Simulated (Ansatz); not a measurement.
A structure of PbS relaxed with PBEsol (plane waves to 420 eV, PAW, scalar-relativistic; Ansatz, an electronic-structure program); single points at other levels follow on the same geometry (Ansatz, PAW; PBEsol+SOC at 420 eV on a 10×10×10 k-mesh; spin-orbit coupling only where +SOC is written). Space group Fm-3m (No. 225).

```xyz
2
Lattice="0.0000 2.9512 2.9512 2.9512 0.0000 2.9512 2.9512 2.9512 0.0000" Properties=species:S:1:pos:R:3 pbc="T T T"
Pb     2.9512     2.9512     2.9512
S      0.0000     0.0000     0.0000
```

| level | gap (eV) | kind | conduction minimum |
|---|---|---|---|
| PBEsol | 0.20 | direct | k = (0, 0, -0.5) |
| PBEsol+SOC | [?] | [?] | [?] |

Q: Some entries are withheld; supply them.

A: 
- PBEsol+SOC, gap (eV): 0.23
- PBEsol+SOC, kind: direct
- PBEsol+SOC, conduction minimum: k = (0, 0, -0.5)

The shift from spin-orbit coupling is approximate. No spin polarisation in the result.

The run could not lose the symmetry of its start.
